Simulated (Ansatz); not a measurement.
Here is the system:

Bi2Pd:
```
Bi2Pd
1.0
   -1.69163     1.69163     6.61313
    1.69163    -1.69163     6.61313
    1.69163     1.69163    -6.61313
Pd Bi
1 2
Direct
  0.00000   0.00000   0.00000
  0.36708   0.36708   0.00000
  0.63292   0.63292   0.00000
```

This is the r²SCAN-relaxed structure.

Question: All from DFT-r²SCAN in the program Ansatz with PAW potentials, unless another level is named. Give the formation energy from the elements (no fitted shifts).

Answer: -0.15 eV/atom.

Question: Give the density of states at the Fermi level.

Answer: 0.43 states/eV per atom (mean over ±0.08 eV).

Space group I4/mmm (MoSi2 or CaC2 type). The workflow started from an entry of the Crystallography Open Database (COD), which files this formula under 2 space groups. Whether it is the stable phase at ambient conditions was not checked. The r²SCAN relaxation kept the symmetry of its start; its stability against distortions is not shown here. No spin polarisation was allowed. The references are the lowest solids computed at this level, not always the standard phases. Spin–orbit coupling is left out wherever it is not named.

Potentials: the later of the program's two PAW sets.
